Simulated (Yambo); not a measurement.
G0W0@LDA for CaHI (space group P4/nmm, No. 129) in Yambo. Reference settings: 4×4×1 Γ-centred k mesh, 270 bands and a 8 Ry block in the screening, 270 bands in G with the Bruneval-Gonze terminator, plasmon pole fitted at 27.2 eV. The LDA gap X → M on this mesh is 3.51 eV; G0W0 gaps are taken between the same points.

With and without the terminator, as bands are cut:

| bands in G (in W) | gap, terminator (eV) | gap, none (eV) | valence shift, terminator (eV) | valence shift, none (eV) |
|---|---|---|---|---|
| 55 (55) | 5.343 | 5.309 | -0.553 | -0.218 |
| 93 (93) | 5.357 | 5.352 | -0.825 | -0.595 |
| 144 (144) | 5.370 | 5.376 | -0.957 | -0.804 |
| 207 (207) | 5.385 | 5.394 | -1.040 | -0.938 |
| 270 (270) | 5.397 | 5.411 | -1.086 | -1.017 |

Over this range the gap spans 0.054 eV with the terminator and 0.102 eV without, the valence shift 0.533 eV and 0.799 eV. Neither column has reached its limit for certain.

Spin-orbit coupling is not included.

Geometry of the Materials Project entry, not relaxed at this level; primitive cell a = b = 4.023 Å, c = 9.343 Å, α = β = γ = 90.00°.

A shift is the quasiparticle energy of the state minus its LDA energy.

The distance between layers or molecules is the database entry's, not relaxed here. Functionals without dispersion can leave it too large, which widens gaps and weakens the response across layers: the numbers belong to this cell.
